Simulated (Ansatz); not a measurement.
Method: DFT PBE, scalar-relativistic, plane waves, PAW (Ansatz). Settings: cutoff 420 eV, Γ-centred meshes spaced at most about 0.3 Å⁻¹, and about 0.25 Å⁻¹ or finer for metals (2π included), Gaussian smearing. No spin polarisation in the final relaxations.

These are static total energies at zero pressure.

Two relaxed structures of Mg2BeSeO2:

A.

```xyz
6
Lattice="2.6947 -6.1882 0.0000 2.6947 6.1882 0.0000 0.0000 0.0000 2.8139" Properties=species:S:1:pos:R:3 pbc="T T T"
Mg    2.6947   -3.3819    0.0000
Mg    2.6947    3.3819    0.0000
Be    2.6947    0.0000    1.4070
Se    0.0000    0.0000    0.0000
O     1.3474   -3.0941    1.4070
O     1.3474    3.0941    1.4070
```

B.

```xyz
6
Lattice="3.0656 0.0000 0.0000 0.0000 3.0656 0.0000 0.0000 0.0000 10.0328" Properties=species:S:1:pos:R:3 pbc="T T T"
Mg    1.5328    0.0000    6.0366
Mg    0.0000    1.5328    3.9961
Be    1.5328    1.5328    0.0000
Se    0.0000    0.0000    0.0000
O     1.5328    0.0000    3.9365
O     0.0000    1.5328    6.0963
```

Question: Which would you expect to be lower, and how large is the difference?

Answer: B is lower, by 0.38 eV/atom. A has space group Cmmm (No. 65), 15.6 Å³/atom and no gap on its mesh; B has space group P-4m2 (No. 115), 15.7 Å³/atom and no gap. Counting O or Se atoms around Be and Mg (for each partner element, those within 1.25 times its shortest distance or 1.15 times the sum of covalent radii, where it is the nearest in units of that sum or under 1.3; a plus sign parts groups by distance over the sum of covalent radii; the shortest distance is added where it exceeds 1.18 times the sum of covalent radii), A has Mg 4+1, Be 4 from 3.0 Å and B has Mg 5, Be 4. Both come from invented guesses. A third cell relaxed alike, in P4/mmm, lies 251 meV/atom below the lower of the two.

Weakly bound directions are ill-defined at this level, which has no dispersion term (P-4m2), and this can change margins and order among such cells. The zero gap of P-4m2 may come from the functional, which often closes small gaps. A magnetic state wasn't ruled out in cells without spin, among them Cmmm, P-4m2. Cells relaxed within their symmetry can be saddle points.
